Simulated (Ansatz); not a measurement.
GeTe$_{4}$Pb$_{3}$:
```
CELL_PARAMETERS angstrom
      4.43775     0.00000     0.00000
      0.00000     4.43775     0.00000
      0.00000     0.00000    12.52842
ATOMIC_POSITIONS crystal
  Ge 0.00000 0.00000 0.00000
  Te 0.00000 0.00000 0.23806
  Te 0.00000 0.00000 0.76194
  Te 0.50000 0.50000 0.00000
  Te 0.50000 0.50000 0.50000
  Pb 0.50000 0.50000 0.75260
  Pb 0.50000 0.50000 0.24740
  Pb 0.00000 0.00000 0.50000
```

Relaxed with LDA. Special points in fractions of this cell's reciprocal vectors: Γ (0.000, 0.000, 0.000); X (0.000, 0.500, 0.000); M (0.500, 0.500, 0.000); Z (0.000, 0.000, 0.500); R (0.000, 0.500, 0.500); A (0.500, 0.500, 0.500).

Problem. List the band energies nearest the valence-band maximum at these points for plane-wave PAW LDA (Ansatz code).

Solution. In eV from the valence-band maximum; about four levels below and three above (degenerate sets whole), none deeper than 8.9 eV; points with the same levels are listed once.

| k | below | above |
|---|---|---|
| Γ | -1.77 -1.59 -1.59 -1.40 | 2.23 2.62 2.90 |
| X | -0.87 -0.86 -0.22 0.00 | 0.39 0.41 0.58 |
| M | -3.20 -3.20 -0.57 -0.41 | 1.10 1.54 2.87 2.87 |
| Z | -1.77 -1.77 -0.73 -0.71 | 1.79 2.01 3.06 |
| R | -0.87 -0.69 -0.62 -0.57 | 0.72 0.94 0.95 |
| A | -2.51 -2.21 -2.13 -2.00 | 3.18 3.33 3.53 3.53 |

Space group P4/mmm. The first step of the workflow began from a Materials Project structure, measured or hypothetical; the Crystallography Open Database copy checked does not list it. With Ge and Pb taken as one species the cell has the higher symmetry Fm-3m, so it may be an ordered model of a mixed-site phase. Its standing as an ambient phase is unchecked. The LDA relaxation kept the symmetry of its start. At this level the phase is dynamically unstable (imaginary phonons). Scalar-relativistic: spin–orbit coupling is off unless named, which matters more the heavier the elements.

Potentials: the later of the program's two PAW sets.
